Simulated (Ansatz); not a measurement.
CuSe:
```
CELL_PARAMETERS angstrom
      1.97038    -3.48928     0.00000
      1.97038     3.48928     0.00000
      0.00000     0.00000    17.16363
ATOMIC_POSITIONS crystal
  Cu 0.34757 0.65243 0.61091
  Cu 0.65243 0.34757 0.38909
  Cu 0.65243 0.34757 0.11091
  Cu 0.34757 0.65243 0.88909
  Cu 0.41574 0.58426 0.25000
  Cu 0.58426 0.41574 0.75000
  Se 0.74356 0.25644 0.25000
  Se 0.25644 0.74356 0.75000
  Se 0.98611 0.01389 0.06988
  Se 0.01389 0.98611 0.93012
  Se 0.01389 0.98611 0.56988
  Se 0.98611 0.01389 0.43012
```

Relaxed with r²SCAN. Special points in fractions of this cell's reciprocal vectors: Γ (0.000, 0.000, 0.000); Y (-0.500, 0.500, 0.000); C0 (-0.330, 0.670, 0.000); Σ0 (0.330, 0.330, 0.000); Z (0.000, 0.000, 0.500); A0 (0.330, 0.330, 0.500); E0 (-0.330, 0.670, 0.500); T (-0.500, 0.500, 0.500); S (0.000, 0.500, 0.000); R (0.000, 0.500, 0.500).

Q: List the band energies nearest the Fermi level at these points for DFT-r²SCAN in the program Ansatz with PAW potentials.

A: In eV from the Fermi level; about four levels below and three above (degenerate sets whole), none deeper than 8.9 eV; points with the same levels are listed once.

```
k                     below                above
--  -----------------------  -------------------
Γ   -0.48 -0.40 -0.37 -0.34       0.28 0.41 0.55
Y   -0.65 -0.57 -0.19 -0.11       0.92 2.03 3.25
C0  -1.18 -1.00 -0.61 -0.43       1.74 2.08 3.57
Z   -0.44 -0.44 -0.35 -0.35  0.38 0.38 0.62 0.62
A0  -1.16 -1.16 -0.46 -0.46  1.87 1.87 3.85 3.85
T   -0.45 -0.45 -0.26 -0.26  1.40 1.40 3.54 3.54
S   -1.02 -0.90 -0.53 -0.26       1.62 1.80 3.35
R   -0.75 -0.75 -0.55 -0.55  1.83 1.83 3.32 3.32
```

Space group Cmcm. The first step of the workflow began from a Materials Project structure, measured or hypothetical; the Crystallography Open Database copy checked does not list it. COD files the formula under space group No. 194, so this cell is another polymorph or a model. Whether it is the stable phase at ambient conditions was not checked. The cell was relaxed with r²SCAN under the symmetry of its start; its stability against distortions is not shown here. The run is not spin-polarised. Spin–orbit coupling is left out wherever it is not named.

Potentials: the later of the program's two PAW sets.
